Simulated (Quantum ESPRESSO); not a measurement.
# Planted mistakes on one cell of ZnMg2CaO4

The results below are calculated, not measured. They come from pw.x of Quantum ESPRESSO 7.5, a plane-wave density functional program, with PseudoDojo standard norm-conserving files (v0.5 for PBE, v0.4.1 for LDA and PBEsol). The cells are made up: elements, strain and atom displacements were drawn at random, and nothing was relaxed. There is no spin polarisation, spin-orbit coupling or dispersion term.

The cell has 8 sites of a rocksalt lattice. Sites 1 to 4 hold Zn Mg Ca Mg; sites 5 to 8 hold O O O O. Cell vectors in Å: (4.465, -0.020, -0.029); (-0.020, 4.578, 0.045); (-0.029, 0.045, 4.570). Settings: PBE, cutoff 1143 eV, 4 x 4 x 4 k mesh shifted by half a step, Fermi-Dirac smearing of 0.025 eV.

The intended run has a self-consistency threshold of 1e-07 eV, a smearing term of 0.000 eV, a pressure of -6.08 GPa and 12 iterations. Each further run changes one thing: atoms of sites 4 and 8 exchanged; cutoff 597 eV; k mesh 2 x 2 x 2; one electron added; smearing 0.87 eV; threshold 0.5 eV. A coarse mesh keeps the shift, and a charged cell sits in a uniform background.

| run | change of free energy (eV) | smearing term -TS (eV) | change of P (GPa) | largest change of a force component (eV/Å) | iterations |
| --- | --- | --- | --- | --- | --- |
| A | -0.017 | 0.000 | -0.30 | 0.102 | 12 |
| B | 11.749 | 0.000 | 31.77 | 0.270 | 12 |
| C | 12.684 | -0.007 | 20.81 | 1.456 | 14 |
| D | 0.325 | 0.000 | 1.66 | 0.588 | 3 |
| E | 48.674 | 0.000 | -370.30 | 0.227 | 12 |
| F | -0.606 | -2.229 | 3.49 | 0.107 | 12 |

A rerun of the intended cell at 1437 eV and k mesh 6 x 6 x 6 moved values by no more than 0.002 eV in the cell's energy, 0.04 GPa in stress and 0.003 eV/Å in force.

Question: which change belongs to which run?

## Worked reading

Run D has the fewest iterations, as a run stopped early does. Run F has the largest smearing term, as wide smearing gives. Run E has a higher energy and the largest fall in pressure, as too small a basis gives. Energies from files of another functional, or of a charged cell, have another zero and say nothing on stability; the pressure of a charged cell rests on the program's zero of potential too.

## Key

| run | change |
| --- | --- |
| A | k mesh 2 x 2 x 2 |
| B | one electron added |
| C | atoms of sites 4 and 8 exchanged |
| D | threshold 0.5 eV |
| E | cutoff 597 eV |
| F | smearing 0.87 eV |